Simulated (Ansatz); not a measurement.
Input file for Ansatz (a program for electronic structure):

Ansatz 0.2 input:
```yaml
crystal:
  lattice:
    - [0.0, 2.9378929665, 2.9378929665]
    - [2.9378929665, 0.0, 2.9378929665]
    - [2.9378929665, 2.9378929665, 0.0]
  atoms:
    - { symbol: Hg, position: [0.0, 0.0, 0.0] }
    - { symbol: S, position: [0.75, 0.75, 0.75] }
kpoints:
  mp_grid: { grid: [25, 25, 25] }
hamiltonian:
  xc: pbesol
  pseudopotentials: { kind: paw }
scf:
  occupations: { method: fermi_dirac, width: 0.1 }
elastic: { mode: relaxed_ion, stencil: two_point, amplitude: 0.005, f_tol: 0.0005 }
```

Output (shortened):

```
Pseudopotentials: kind: paw
Pseudopotential: Hg, paw, valence charge 20
Pseudopotential: S, paw, valence charge 6
Functional definition: PBEsol
Crystal: 2 atoms, lattice volume = 50.715 Å³
Basis set: ecut = 420 eV, 965 PW (Γ), exchange–correlation on 60×60×60 points (8 copies of the dense FFT grid, shifted against one another)
Bands: 17, of which v1, the nominal top of the filled ones, is band 13 counted from 1 (12 counted from 0)
Symmetry: 24 space group operations
Space group: F-43m (ITA 216), of the structure as read, at distance tolerance 3.7e-5 Å
k-points: 455 of 15625 (time reversal used)
PAW frozen core: Hg, regenerated for the run's functional, and the local potential with it
PAW frozen core: S, regenerated for the run's functional, and the local potential with it
Initial wavefunctions: pseudopotential atomic-orbital guess
Eigensolver: davidson
Functional: x = pbesol(κ = 0.804, μ = 0.12345679012345678), c = pbesol(β = 0.046)
all-band conjugate gradients solve this SCF's bands
SCF 1 converged in 11 iterations: F = -14553.277845 eV  dr2 = 9.13e-14
density extrapolation: transplant  |δρ|_rms = 2.138e-2 e/Å³  SAD shift = 6.562e-3 e/Å³
Crystal: 2 atoms, lattice volume = 50.462 Å³
Basis set: ecut = 420 eV, 957 PW (Γ), exchange–correlation on 60×60×60 points (8 copies of the dense FFT grid, shifted against one another)
Symmetry: 8 space group operations
k-points: 1183 of 15625 (time reversal used)
Initial density: handed on by an earlier stage of this run
Initial wavefunctions: those handed on with the density
SCF 2 converged in 10 iterations: F = -14553.277554 eV  dr2 = 4.82e-14
density extrapolation: first-order (α = -2.000)  |δρ|_rms = 2.138e-2 e/Å³  SAD shift = 6.513e-3 e/Å³
Crystal: 2 atoms, lattice volume = 50.969 Å³
SCF 3 converged in 8 iterations: F = -14553.277571 eV  dr2 = 2.87e-14
Crystal: 2 atoms, lattice volume = 50.715 Å³
Symmetry: 4 space group operations
k-points: 2197 of 15625 (time reversal used)
Initial wavefunctions: pseudopotential atomic-orbital guess (no wavefunctions were taken with the density)
SCF 4 converged in 11 iterations: F = -14553.277651 eV  dr2 = 7.61e-14
relax step   1: F+E_penalty+E_count = -14553.27765089 eV  Δ(F+E_penalty+E_count) = +0.000e0 eV  max|allowed force component| = 2.392e-2 eV/Å  Δτ_max = 0.0000 Å  (11 SCF iters, accepted)
density extrapolation: transplant  |δρ|_rms = 2.138e-2 e/Å³  SAD shift = 4.080e-3 e/Å³
Crystal: 2 atoms, lattice volume = 50.715 Å³
SCF 5 converged in 9 iterations: F = -14553.277711 eV  dr2 = 1.52e-14
relax step   2: F+E_penalty+E_count = -14553.27771108 eV  Δ(F+E_penalty+E_count) = -6.019e-5 eV  max|allowed force component| = 1.474e-2 eV/Å  Δτ_max = 0.0016 Å  (9 SCF iters, accepted)
density extrapolation: transplant  |δρ|_rms = 2.138e-2 e/Å³  SAD shift = 6.547e-3 e/Å³
Crystal: 2 atoms, lattice volume = 50.715 Å³
SCF 6 converged in 9 iterations: F = -14553.277748 eV  dr2 = 6.47e-14
relax step   3: F+E_penalty+E_count = -14553.27774790 eV  Δ(F+E_penalty+E_count) = -3.682e-5 eV  max|allowed force component| = 2.160e-6 eV/Å  Δτ_max = 0.0025 Å  (9 SCF iters, accepted)
Crystal: 2 atoms, lattice volume = 50.715 Å³
SCF 7 converged in 4 iterations: F = -14553.277748 eV  dr2 = 3.23e-14
Crystal: 2 atoms, lattice volume = 50.715 Å³
SCF 8 converged in 11 iterations: F = -14553.277651 eV  dr2 = 7.26e-14
relax step   1: F+E_penalty+E_count = -14553.27765089 eV  Δ(F+E_penalty+E_count) = +0.000e0 eV  max|allowed force component| = 2.392e-2 eV/Å  Δτ_max = 0.0000 Å  (11 SCF iters, accepted)
density extrapolation: transplant  |δρ|_rms = 2.138e-2 e/Å³  SAD shift = 1.063e-2 e/Å³
Crystal: 2 atoms, lattice volume = 50.715 Å³
SCF 9 converged in 9 iterations: F = -14553.277748 eV  dr2 = 5.94e-14
relax step   2: F+E_penalty+E_count = -14553.27774790 eV  Δ(F+E_penalty+E_count) = -9.701e-5 eV  max|allowed force component| = 1.336e-6 eV/Å  Δτ_max = 0.0041 Å  (9 SCF iters, accepted)
Crystal: 2 atoms, lattice volume = 50.715 Å³
SCF 10 converged in 4 iterations: F = -14553.277748 eV  dr2 = 4.72e-14
SCF converged after 11 iterations
Free energy (F): -14553.277845 eV
Harris-Foulkes:  -14553.277845 eV  (|F-HF|=0.00e0)
Internal energy: -14553.276281 eV  (E = F + TS)
E sigma→0 (E₀):  -14553.277063 eV
Entropy (-TS):   -0.001564 eV (-0.782 meV/atom)
Fermi energy:    8.250203 eV
--- Per-component energies (eV) ---
  E_band       = -500.598574
  E_kinetic    = 708.769143
  E_local      = -3448.616317  (includes V_loc(G=0)·N_el)
  E_nonlocal   = 105.500183
  E_hartree    = 1464.248056
  E_xc         = -313.974532
  E_vxc        = -347.646787  (∫ρ·V_xc dr)
  E_paw        = -10384.309993  (= ΣΔE_a)
  E_vpaw       = -447.101808  (= ΣTr[D̂ρ^β])
  E_aug_tail   = 0.000914  (compensation charges beyond the density's cutoff)
  E_ewald      = -2685.284334
  E_core_change = 0.390601  (= ΣΔE_core)
  E_smearing   = -0.001564  (= −TS)
  E_closure    = 0.000000  (closes the sum)
  Σ components = -14553.277845   (vs F -14553.277845, Δ=0.00e0)
--- Forces (eV/Å), atoms counted from 1 ---
  atom   1  Hg     0.00000000     0.00000000     0.00000000
  atom   2  S      0.00000000     0.00000000     0.00000000
  max |Σ_I F_I| component: 2.45e-16 eV/Å
--- Stress (GPa, compression-positive) ---
        0.004746       0.000000       0.000000
        0.000000       0.004746       0.000000
        0.000000       0.000000       0.004746
  P = ⅓ Tr σ = 0.0047 GPa (0.047 kbar)
  The stress holds the Pulay correction. Without it, at fixed plane waves, as pw.x and ABINIT print it: P = -0.0187 GPa
  The stress includes an estimate of the error left by incomplete SCF convergence (largest component  0.0000 GPa; it does not cover the PAW one-centre terms).
--- Band table (eV; the first three rows and the last of 455) ---
  k-point 0: bands = ["-106.2273", "-54.6433", "-54.6433", "-54.6433", "-5.1851", "0.9700", "0.9700", "0.9700", "1.8659", "1.8659", "7.4505", "8.0159", "8.0159", "8.0159", "13.9367", "13.9367", "13.9367"]
  k-point 1: bands = ["-106.2273", "-54.6433", "-54.6433", "-54.6433", "-5.1770", "0.9719", "0.9740", "0.9740", "1.8654", "1.8654", "7.2685", "7.9995", "7.9995", "8.1734", "13.8723", "13.9599", "13.9599"]
  k-point 2: bands = ["-106.2273", "-54.6433", "-54.6433", "-54.6433", "-5.1532", "0.9785", "0.9856", "0.9856", "1.8643", "1.8643", "6.9226", "7.9516", "7.9516", "8.4443", "13.7167", "14.0263", "14.0263"]
  k-point 454: bands = ["-106.2273", "-54.6439", "-54.6438", "-54.6436", "-4.4640", "1.3008", "1.4441", "1.7381", "1.8089", "2.6036", "2.8966", "5.2085", "5.7219", "11.7549", "13.1903", "14.6251", "15.7774"]
  band table: 17 of 17 bands, residual norms ≤ 1.0e-3 eV
--- Elastic constants: 2 strain directions × 2 members + reference (group order 24) ---
  dense FFT box of the reference and of every strained cell: 30×30×30
  strains applied: 11, 23; error gains: componentwise 1.00 (the most a stress slope's error grows in a printed constant), spectral 1.73 (1 for all six strains …
  C = ∂σ_k/∂η_j (tension-positive GPa; Voigt order 11 22 33 23 13 12):
        71.293     54.837     54.837      0.000      0.000      0.000
        54.837     71.293     54.837      0.000      0.000      0.000
        54.837     54.837     71.293      0.000      0.000      0.000
         0.000      0.000      0.000     24.470      0.000      0.000
         0.000      0.000      0.000      0.000     24.470      0.000
         0.000      0.000      0.000      0.000      0.000     24.470
  reference stress σ⁰ (GPa):     -0.005     -0.005     -0.005      0.000      0.000      0.000
  moduli (Voigt/Reuss/Hill, GPa): K = 60.32/60.32/60.32   G = 17.97/13.67/15.82   E = 43.65   ν = 0.379
  mechanically stable: yes (min eigenvalue of sym C = 16.46 GPa)
  strain η (Voigt 11):  stress-route row diagonal C_11 = 71.29 GPa, energy-path curvature d²(F+E_count+ΔE)/dδ²/Ω₀ = 71.32 GPa
         δ    σ_11 (GPa)             F (eV)   n_scf  n_hpsi   n_pw
    -5.000e-3      -0.3635      -14553.2775537      10  433534   1006   relax 0 steps, max|allowed force component| 6.42e-17 eV/Å
     5.000e-3       0.3494      -14553.2775712       8  362261   1014   relax 0 steps, max|allowed force component| 6.94e-17 eV/Å
  strain η (Voigt 23):  stress-route row diagonal C_44 = 24.47 GPa, energy-path curvature d²(F+E_count+ΔE)/dδ²/Ω₀ = 24.48 GPa
         δ    σ_23 (GPa)             F (eV)   n_scf  n_hpsi   n_pw
    -5.000e-3      -0.1224      -14553.2777479       4  464039   1010   relax 3 steps, max|allowed force component| 2.16e-6 eV/Å
     5.000e-3       0.1224      -14553.2777479       4  470137   1010   relax 2 steps, max|allowed force component| 1.34e-6 eV/Å
```

Cost: roughly 18 core-minutes on shared cores.

Symmetry was held in the PBEsol relaxation. As this level gives no gap, shear constants depend on the k-mesh and smearing (Fermi–Dirac, 0.1 eV here). Scalar-relativistic: spin–orbit coupling is off unless named, which matters more the heavier the elements.

Potentials: the later of the program's two PAW sets.

Ansatz is a plane-wave DFT program.
